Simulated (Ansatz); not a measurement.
## MgSn2N2: what changed settings do

The reference input for Ansatz (plane-wave DFT with PAW):

```yaml
crystal:
  lattice:
    - [3.360549, 0.0, 0.0]
    - [0.0, 3.360549, 0.0]
    - [0.0, 0.0, 8.188394]
  atoms:
    - { symbol: Mg, position: [0.5, 0.5, 0.0] }
    - { symbol: Sn, position: [0.0, 0.0, 0.692137] }
    - { symbol: Sn, position: [0.0, 0.0, 0.307863] }
    - { symbol: "N", position: [0.0, 0.5, 0.152698] }
    - { symbol: "N", position: [0.5, 0.0, 0.847302] }
basis:
  ecutwfc: 420
kpoints:
  mp_grid: { grid: [4, 4, 2] }
hamiltonian:
  xc: pbe
scf:
  occupations: { method: gaussian, width: 0.1 }
output:
  forces: true
  stress: true
  eigenvalues: true
```

Command:

```bash
ansatz run input.yaml --threads 1 --pin off --max-ram 1331MiB --backend cpu --events-out ev --progress --plain --runs-dir out
```

The run converges in 7 SCF iterations on 12 irreducible k-points: pressure 0.23 GPa, largest force 0.196 eV/Å, no gap.

Settings here are deliberately varied, not converged. Each trial's input is given as a difference from the reference's; energies are extrapolated to zero smearing where there is one, and pressure is positive in compression.

Trial 1:

```diff
 hamiltonian:
-  xc: pbe
+  xc: revpbe
```

The run converges in 7 SCF iterations on 12 irreducible k-points: pressure 1.87 GPa, largest force 0.240 eV/Å, no gap. Forces of revPBE on these PAW sets can be off by 10 %.

Trial 2:

```diff
 kpoints:
-  mp_grid: { grid: [4, 4, 2] }
+  mp_grid: { grid: [1, 3, 1] }
 hamiltonian:
-  xc: pbe
+  xc: blyp
 scf:
+  algorithm: direct_min
+  max_iter: 97
```

The run converges in 9 SCF iterations on 2 irreducible k-points: pressure 5.25 GPa, largest force 1.497 eV/Å, gap on the sampled k-points 0.47 eV (the reference is a metal, so it comes from the sampling or the changed settings). It warns that the mesh lowers the symmetry. Forces of BLYP on these PAW sets can be off by 10 %.

Trial 3:

```diff
 basis:
-  ecutwfc: 420
+  ecutwfc: "15 Ha"
```

The run converges in 7 SCF iterations on 12 irreducible k-points: energy 1.51 meV per atom above the reference, pressure 0.23 GPa, largest force 0.197 eV/Å, no gap. It warns that the cutoff lies under the recommended one, 420 eV for these potentials.

Trial 4:

```diff
 kpoints:
-  mp_grid: { grid: [4, 4, 2] }
+  mp_grid: { kspacing: 0.44 }
 hamiltonian:
-  xc: pbe
+  xc: blyp
```

The run converges in 8 SCF iterations on 12 irreducible k-points: pressure 3.59 GPa, largest force 0.369 eV/Å, no gap.

Trial 5:

```diff
 hamiltonian:
-  xc: pbe
+  xc: pbesol
 output:
+  populations: true
```

The run converges in 7 SCF iterations on 12 irreducible k-points: pressure -2.74 GPa, largest force 0.054 eV/Å, no gap.

Trial 6 (one atom moved):

```diff
 crystal:
   atoms:
-    - { symbol: "N", position: [0.0, 0.5, 0.152698] }
-    - { symbol: "N", position: [0.5, 0.0, 0.847302] }
+    - { symbol: "N", position: [0.0, 0.5, 0.152698], spin: 0.5 }
+    - { symbol: "N", position: [0.5595140853, 0.0, 0.847302] }
 basis:
-  ecutwfc: 420
+  ecutwfc: 270
 kpoints:
-  mp_grid: { grid: [4, 4, 2] }
+  mp_grid: { kspacing: 0.79 }
 hamiltonian:
-  xc: pbe
+  xc: pbesol
 scf:
-  occupations: { method: gaussian, width: 0.1 }
+  occupations: { method: tetrahedron }
+  lower_state_search: "off"
+  convergence: { dr2_threshold: "1e-8 eV" }
 output:
+  populations: true
+magnetization:
+  spin_polarized: true
```

The run converges in 17 SCF iterations on 4 irreducible k-points: pressure 0.54 GPa, largest force 2.576 eV/Å, gap on the sampled k-points 0.21 eV (the reference is a metal, so it comes from the sampling or the changed settings), cell moment 0.00 μB. It warns that the printed bands weren't solved further after the SCF; that the cutoff lies under the recommended one, 420 eV for these potentials; that the starting moments were lost; that the state wasn't tested for a lower one; that the SCF threshold is loose for the stress; that forces and stress under tetrahedra may miss the energy's slope.

Trial 7:

```diff
 basis:
-  ecutwfc: 420
+  ecutwfc: 40
 kpoints:
-  mp_grid: { grid: [4, 4, 2] }
+  mp_grid: { kspacing: 1.5 }
 hamiltonian:
-  xc: pbe
+  xc: r2scan
 scf:
+  n_extra_bands: 12
+  mixing: { beta: 0.1, ndim: 20, preconditioner: ldos }
+  algorithm: density_mixing
+  max_iter: 94
 output:
+  dos: { method: smearing }
```

It warns that the cutoff lies under the recommended one, 500 eV for these potentials. The SCF settles after 12 iterations, but the program refuses the result:

```text
Error: refused after 12 iterations: one_centre_occupation = 2.11e0 (threshold 2.00e0); read on the Sn atom at site 2 (counted from 0), in its partial waves of l = 1. The loop had accepted its state. The figure is how many electrons the atom's PAW partial-wave expansion lays in one spin orbital inside its sphere …
```

Trial 8:

```diff
 kpoints:
-  mp_grid: { grid: [4, 4, 2] }
+  mp_grid: { grid: [2, 2, 1] }
 hamiltonian:
+  hubbard: { sites: [{ species: "N", l: p, u_eff: 1.4 }] }
 scf:
-  occupations: { method: gaussian, width: 0.1 }
+  occupations: { method: cold, width: "0.005 Ry" }
+  n_extra_bands: 1
+  mixing:
+    algorithm: anderson
+    preconditioner: local_kerker
+    globalisation: backtrack
+    q_tf: 0.76
+  initial_density: { chi_scale: 0, normalization: atom }
+  max_iter: 74
```

The run converges in 10 SCF iterations on 3 irreducible k-points: pressure 1.35 GPa, largest force 0.150 eV/Å, no gap. It warns that the count of filled bands differs between k-points. Under a U the state reached may not be the lowest.

Trial 9:

```diff
 crystal:
   atoms:
-    - { symbol: "N", position: [0.0, 0.5, 0.152698] }
+    - { symbol: "N", position: [0.0, 0.5595140853, 0.152698] }
 basis:
-  ecutwfc: 420
+  ecutwfc: 56.0
 kpoints:
-  mp_grid: { grid: [4, 4, 2] }
+  mp_grid: { kspacing: 0.95 }
 hamiltonian:
+  dispersion: true
 scf:
+  lower_state_search: "off"
+  mixing: { beta: 0.72 }
+  max_iter: 65
```

The program refuses the input:

```text
Error: YAML parse error: error: line 18 column 15: hamiltonian.dispersion: expected `none`, `rvv10`, `d3bj`, `d3bjatm`, `d4` or a map `{method: …, s8: …, a1: …, a2_bohr: …}` (numbers without units, a2 in bohr) or `{method: …, functional: …}`, got a boolean
```

Next try, with these keys changed back:

```diff
 hamiltonian:
-  dispersion: true
```

It warns that the cutoff lies under the recommended one, 420 eV for these potentials. The SCF settles after 22 iterations, but the program refuses the result:

```text
Error: refused after 22 iterations: one_centre_occupation = 2.39e0 (threshold 2.00e0); read on the Mg atom at site 0 (counted from 0), in its partial waves of l = 1. The loop had accepted its state. The figure is how many electrons the atom's PAW partial-wave expansion lays in one spin orbital inside its sphere …
```

Next try, with these keys changed back:

```diff
 basis:
-  ecutwfc: 56.0
+  ecutwfc: 420
```

The run converges in 11 SCF iterations on 4 irreducible k-points: energy 195 meV per atom above the reference, pressure 3.53 GPa, largest force 2.728 eV/Å, no gap.

Trial 10:

```diff
 basis:
-  ecutwfc: 420
+  ecutwfc: "22 Ha"
 kpoints:
-  mp_grid: { grid: [4, 4, 2] }
+  mp_grid: { grid: [1, 1, 1], shift: [0.5, 0.5, 0.5] }
 scf:
-  occupations: { method: gaussian, width: 0.1 }
+  occupations: { method: fermi_dirac, width: 0.044 }
+  convergence: { dr2_threshold: "1e-7 eV" }
```

The run converges in 15 SCF iterations on 1 irreducible k-point: energy 281 meV per atom above the reference, pressure 3.85 GPa, largest force 3.442 eV/Å, no gap. It warns that the SCF threshold is loose for the stress.

Trial 11:

```diff
-basis:
-  ecutwfc: 420
+basis: {}
 kpoints:
-  mp_grid: { grid: [4, 4, 2] }
+  mp_grid: { grid: [5, 1, 1] }
 scf:
-  occupations: { method: gaussian, width: 0.1 }
+  occupations: { method: methfessel_paxton, width: 0.061 }
+magnetization:
+  spin_polarized: true
+  initial_magnetization: 0.0
+  spin_locking: { lock_magnetization: hard }
```

The run converges in 12 SCF iterations on 3 irreducible k-points: energy 334 meV per atom above the reference, pressure 2.14 GPa, largest force 1.162 eV/Å, cell moment 0.00 μB. It warns that no starting moments were given; that the state wasn't tested for a lower one; that the SCF threshold is loose for the stress; that the mesh lowers the symmetry.

Trial 12:

```diff
 kpoints:
-  mp_grid: { grid: [4, 4, 2] }
+  mp_grid: { kspacing: 0.88 }
 hamiltonian:
-  xc: pbe
+  xc: pbesol
 scf:
-  occupations: { method: gaussian, width: 0.1 }
+  occupations: { method: gaussian }
```

The run converges in 7 SCF iterations on 3 irreducible k-points: pressure -1.15 GPa, largest force 0.461 eV/Å.